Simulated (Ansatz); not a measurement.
Clean, relaxed (110) surface of TiO2, space group P4_2/mnm (No. 136) (top face towards +c; held atoms: 1, 2, 3, 4, 5, 6, 7, 8, 9, 10, 11, 12):

```
CELL_PARAMETERS angstrom
5.90853 0.00000 0.00000
0.00000 6.51694 0.00000
0.00000 0.00000 21.80816
ATOMIC_POSITIONS crystal
O 0.00000 0.00000 0.36684
O 0.50000 0.00000 0.36684
Ti 0.00000 0.50000 0.42529
Ti 0.50000 0.50000 0.42529
Ti 0.25000 0.00000 0.42529
Ti 0.75000 0.00000 0.42529
O 0.25000 0.30438 0.42529
O 0.75000 0.30438 0.42529
O 0.25000 0.69562 0.42529
O 0.75000 0.69562 0.42529
O 0.00000 0.00000 0.48375
O 0.50000 0.00000 0.48375
O 0.00000 0.50000 0.51015
O 0.50000 0.50000 0.51015
Ti 0.00000 0.00000 0.56638
Ti 0.50000 0.00000 0.56638
Ti 0.25000 0.50000 0.57916
Ti 0.75000 0.50000 0.57916
O 0.25000 0.81159 0.58053
O 0.75000 0.81159 0.58053
O 0.25000 0.18841 0.58053
O 0.75000 0.18841 0.58053
O 0.00000 0.50000 0.62821
O 0.50000 0.50000 0.62821
```

The calculation used Ansatz 0.2.0, DFT PBE+D3(BJ), scalar-relativistic, plane waves, PAW. Settings: cutoff 420 eV, Γ-centred mesh 3×3×1 on the computed 26-atom cell, Gaussian smearing of 0.05 eV; no spin polarisation. A dipole correction removes the field between periodic images along c.

H2 is put on the top face, one molecule per 38.5 Å², and relaxed from 2 starts; the cell is lengthened along c to keep the vacuum. E_ads is per molecule, from the clean relaxed slab and the free relaxed molecule; negative means bound; no zero-point or thermal terms, forces under 0.04 eV/Å, and the free molecule is spin-polarised where open-shell. Heights count from the highest slab atom. Δp counts per cell along +c.

```csv
start,E_ads (eV),molecule,lowest atom's height (Å),shortest contact,Δp (e·Å)
"random tilt, lowest atom H over a top O site",-0.06,whole,2.41,H–O 2.57 Å,-0.019
"flat, lowest atom H over a hollow over Ti site",-0.06,whole,2.60,H–O 2.79 Å,-0.012
```

Each end is the local minimum that its start leads to.